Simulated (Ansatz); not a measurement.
Ansatz (a first-principles code) input:

Ansatz 0.2 input:
```yaml
crystal:
  lattice:
    - [0.0, 2.5918681069, 2.5918681069]
    - [2.5918681069, 0.0, 2.5918681069]
    - [2.5918681069, 2.5918681069, 0.0]
  atoms:
    - { symbol: Pd, position: [0.0, 0.0, 0.0] }
    - { symbol: Mo, position: [0.5, 0.5, 0.5] }
kpoints:
  mp_grid: { grid: [10, 10, 10] }
  band_path:
    path:
      - [[0.0, 0.0, 0.0], [0.5, 0.0, 0.5], [0.625, 0.25, 0.625]]  # Γ-X-U
      - [[0.375, 0.375, 0.75], [0.0, 0.0, 0.0], [0.5, 0.5, 0.5], [0.5, 0.25, 0.75], [0.5, 0.0, 0.5]]  # K-Γ-L-W-X
    npoints: 12
hamiltonian:
  xc: r2scan
  pseudopotentials: { azcp: { folder: ./paw }, kind: paw_fr }
magnetization: { noncollinear: true, spin_orbit: true }
scf:
  n_extra_bands: 12
  convergence: { dr2_threshold: 0.0000000001 }
  occupations: { method: gaussian, width: 0.05 }
output: { eigenvalues: true }
```

Output (shortened):

```
Pseudopotential: Pd, paw, valence charge 18
Pseudopotential: Mo, paw, valence charge 14
Functional definition: r2SCAN
non-collinear run that drives no moment, with spin-orbit …
Crystal: 2 atoms, lattice volume = 34.823 Å³
Basis set: ecut = 500 eV, 893 PW (Γ), exchange–correlation on 108×108×108 points (64 copies of the dense FFT grid, shifted against one another)
Bands: 44, of which v1, the nominal top of the filled ones, is band 32 counted from 1 (31 counted from 0)
Symmetry: 48 space group operations + 48 with time reversal
k-points: 47 of 1000
Projection manifold: j_resolved (fully-relativistic pseudo-atomic orbitals)
SCF iter   1: F=—  HF=-11939.775838 eV  |F-HF|=—  |Δ(HF+E_count)|=         —  Δρ=1.61e-1  dr2=1.13e1  dr2_τ=5.77e-2  dr2_m=0.00e0 (ungated)  ethr=3.10e-3  |M|=0.00e0 ∫|m|=0.00e0 μB  |m|>n=0.0e0 m-floor=0.0e0 τ_xc=0.0e0  β_m=0.30  ⟨swp⟩=7.3  Hψ=5000  notcnv=0  defer=22
preconditioner: auto → Kerker (q_TF=auto, 2.690 Å⁻¹)
spin=Noncollinear: Kerker preconditioning applied to the charge; magnetization (m_x, m_y, m_z) channels mix plain (no charge-response kernel on spin).
SCF iter   2: F=—  HF=-11938.166346 eV  |F-HF|=—  |Δ(HF+E_count)|=    1.61e0  Δρ=6.97e-2  dr2=1.78e0  dr2_τ=5.85e-2  dr2_m=0.00e0 (ungated)  ethr=3.10e-3  |M|=0.00e0 ∫|m|=0.00e0 μB  |m|>n=0.0e0 m-floor=0.0e0 τ_xc=0.0e0  β_m=0.35  ⟨swp⟩=2.0  Hψ=2044  notcnv=0  defer=254
preconditioner: auto → none
SCF iter   3: F=—  HF=-11938.084146 eV  |F-HF|=—  |Δ(HF+E_count)|=   8.22e-2  Δρ=4.72e-2  dr2=1.08e0  dr2_τ=3.84e-2  dr2_m=0.00e0 (ungated)  ethr=3.10e-3  |M|=0.00e0 ∫|m|=0.00e0 μB  |m|>n=0.0e0 m-floor=0.0e0 τ_xc=0.0e0  β_m=0.34  ⟨swp⟩=2.0  Hψ=1764  notcnv=0  defer=256
SCF iter   4: F=—  HF=-11938.006791 eV  |F-HF|=—  |Δ(HF+E_count)|=   7.74e-2  Δρ=1.85e-2  dr2=4.57e-2  dr2_τ=6.46e-4  dr2_m=0.00e0 (ungated)  ethr=3.10e-3  |M|=0.00e0 ∫|m|=0.00e0 μB  |m|>n=0.0e0 m-floor=0.0e0 τ_xc=0.0e0  β_m=0.60  ⟨swp⟩=2.1  Hψ=1331  notcnv=0  defer=256
SCF iter   5: F=—  HF=-11938.043168 eV  |F-HF|=—  |Δ(HF+E_count)|=   3.64e-2  Δρ=7.57e-3  dr2=2.80e-2  dr2_τ=3.51e-4  dr2_m=0.00e0 (ungated)  ethr=1.43e-4  |M|=0.00e0 ∫|m|=0.00e0 μB  |m|>n=0.0e0 m-floor=0.0e0 τ_xc=0.0e0  β_m=0.62  ⟨swp⟩=2.0  Hψ=2025  notcnv=0  defer=256
SCF iter   6: F=—  HF=-11938.037920 eV  |F-HF|=—  |Δ(HF+E_count)|=   5.25e-3  Δρ=2.01e-3  dr2=1.97e-3  dr2_τ=1.72e-5  dr2_m=0.00e0 (ungated)  ethr=8.74e-5  |M|=0.00e0 ∫|m|=0.00e0 μB  |m|>n=0.0e0 m-floor=0.0e0 τ_xc=0.0e0  β_m=0.81  ⟨swp⟩=2.0  Hψ=1411  notcnv=0  defer=256
SCF iter   7: F=—  HF=-11938.037846 eV  |F-HF|=—  |Δ(HF+E_count)|=   7.41e-5  Δρ=4.83e-4  dr2=1.41e-4  dr2_τ=2.60e-6  dr2_m=0.00e0 (ungated)  ethr=6.17e-6  |M|=0.00e0 ∫|m|=0.00e0 μB  |m|>n=0.0e0 m-floor=0.0e0 τ_xc=0.0e0  β_m=0.86  ⟨swp⟩=2.0  Hψ=1239  notcnv=0  defer=256
SCF iter   8: F=—  HF=-11938.037826 eV  |F-HF|=—  |Δ(HF+E_count)|=   1.99e-5  Δρ=1.19e-4  dr2=8.17e-6  dr2_τ=3.03e-8  dr2_m=0.00e0 (ungated)  ethr=4.42e-7  |M|=0.00e0 ∫|m|=0.00e0 μB  |m|>n=0.0e0 m-floor=0.0e0 τ_xc=0.0e0  β_m=0.93  ⟨swp⟩=2.0  Hψ=1049  notcnv=0  defer=256
SCF iter  11: F=-11938.037828 eV  HF=-11938.037828 eV  |F-HF|=3.64e-12  |Δ(HF+E_count)|=  8.00e-11  Δρ=1.16e-7  dr2=3.93e-12  dr2_τ=3.42e-13  dr2_m=0.00e0 (ungated)  ethr=1.00e-12  |M|=0.00e0 ∫|m|=0.00e0 μB  |m|>n=0.0e0 m-floor=0.0e0 τ_xc=0.0e0  ⟨swp⟩=9.2  Hψ=3705  notcnv=0
SCF 1 converged in 11 iterations: F = -11938.037828 eV  dr2 = 3.93e-12
NSCF: frozen V_eff on 74 k-points
SCF converged after 11 iterations
Magnetization: |M| = 0.0000 μB,  M = (+0.0000, +0.0000, +0.0000) μB
Absolute magnetization: 0.0000 μB (∫|m|)
  site 0: m = (+0.0000, +0.0000, +0.0000) μB, |m| = 0.0000 μB  (R = 1.07 Å)
  site 1: m = (+0.0000, +0.0000, +0.0000) μB, |m| = 0.0000 μB  (R = 1.07 Å)
Free energy (F): -11938.037828 eV
Harris-Foulkes:  -11938.037828 eV  (|F-HF|=3.64e-12)
Internal energy: -11938.035350 eV  (E = F + TS)
E sigma→0 (E₀):  -11938.036589 eV
Entropy (-TS):   -0.002478 eV (-1.239 meV/atom)
Fermi energy:    17.770061 eV
--- Per-component energies (eV) ---
  E_band       = -328.753162
  E_kinetic    = 868.866400
  E_local      = -3103.165012  (includes V_loc(G=0)·N_el)
  E_nonlocal   = 517.312162
  E_hartree    = 1199.655633
  E_xc         = -299.350272
  E_vxc        = -433.249141  (∫ρ·V_xc dr)
  E_paw        = -7046.471496  (= ΣΔE_a)
  E_vpaw       = -608.628523  (= ΣTr[D̂ρ^β])
  E_aug_tail   = 0.000178  (compensation charges beyond the density's cutoff)
  E_vtau       = 30.799606  (kinetic-family band-sum trace: ∫τ·v_τ [+ j·A + Jᵃ·Aᵃ] dr)
  E_ewald      = -4074.209307
  E_core_change = -0.673635  (= ΣΔE_core)
  E_smearing   = -0.002478  (= −TS)
  E_closure    = 0.000000  (closes the sum)
  Σ components = -11938.037828   (vs F -11938.037828, Δ=0.00e0)
  [band-id]    e_kinetic+e_local+e_nonlocal+2·e_hartree+e_vxc+e_vpaw+e_augmentation_tail+e_vtau = -328.753065   (vs E_band -328.753162, Δ=9.68e-5)
--- Band table (eV; the first three rows and the last of 47) ---
  k-point 0: bands = ["-70.0411", "-70.0411", "-45.7088", "-45.7088", "-37.9834", "-37.9834", "-33.5851", "-33.5851", "-33.5851", "-33.5851", "-20.6895", "-20.6895", "-18.2067", "-18.2067", "-18.2067", "-18.2067", "10.4575", "10.4575", "11.8991", "11.8991", …
  k-point 1: bands = ["-70.0410", "-70.0410", "-45.7086", "-45.7086", "-37.9835", "-37.9835", "-33.5855", "-33.5855", "-33.5852", "-33.5852", "-20.6942", "-20.6942", "-18.2159", "-18.2159", "-18.2106", "-18.2106", "10.6830", "10.6830", "12.0132", "12.0132", …
  k-point 2: bands = ["-70.0407", "-70.0407", "-45.7081", "-45.7081", "-37.9836", "-37.9836", "-33.5864", "-33.5864", "-33.5854", "-33.5854", "-20.7067", "-20.7067", "-18.2398", "-18.2398", "-18.2209", "-18.2209", "11.3269", "11.3269", "12.3390", "12.3390", …
  k-point 46: bands = ["-70.0397", "-70.0397", "-45.7017", "-45.7017", "-37.9900", "-37.9900", "-33.6018", "-33.6018", "-33.5918", "-33.5918", "-20.7301", "-20.7301", "-18.2753", "-18.2753", "-18.2632", "-18.2632", "12.3554", "12.3554", "12.7428", "12.7428", …
```

Cost: around 100 core-seconds (rough) on shared cores.

Space group Fm-3m (rock salt). The start of the workflow was typed in or built on a structure type; neither database checked (COD, Materials Project) lists it. Whether it is the stable phase at ambient conditions was not checked. The r²SCAN relaxation kept the symmetry of its start. At this level the phase is mechanically unstable. No spin polarisation was allowed. The volume moved by 15 % from the start of the relaxation. Its formation energy is positive at this level, so the cell may be metastable or incomplete.

Potentials: the earlier of the program's two PAW sets.

Ansatz is a plane-wave DFT program.
